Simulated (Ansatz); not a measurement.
NaF:
```xyz
2
Lattice="0.0000 2.2975 2.2975 2.2975 0.0000 2.2975 2.2975 2.2975 0.0000" Properties=species:S:1:pos:R:3 pbc="T T T"
Na     0.0000     0.0000     0.0000
F      2.2975     2.2975     2.2975
```

Relaxed with r²SCAN.

**Question.** Give the optical modes at the zone centre with their infrared and Raman activity from DFPT, DFT-r²SCAN in the program Ansatz with PAW potentials.

**Answer.** Transverse frequencies, without the LO–TO term; a row sums one degenerate level.

```json
[
 {"ω (cm⁻¹)": "263", "degeneracy": "3", "IR ((D/Å)²/amu)": "6.67", "Raman (Å⁴/amu)": "0", "activity": "IR", "symmetry": "T1u"}
]
```

**Question.** How high does the top mode go among those that the LO–TO term moves?

**Answer.** 421 cm⁻¹ for q along x.

Space group Fm-3m (rock salt). The r²SCAN relaxation kept the symmetry of its start.

Potentials: the earlier of the program's two PAW sets. The files were generated under PBE; for other functionals the program regenerates the frozen cores, and for LDA and PBEsol the local potential too.
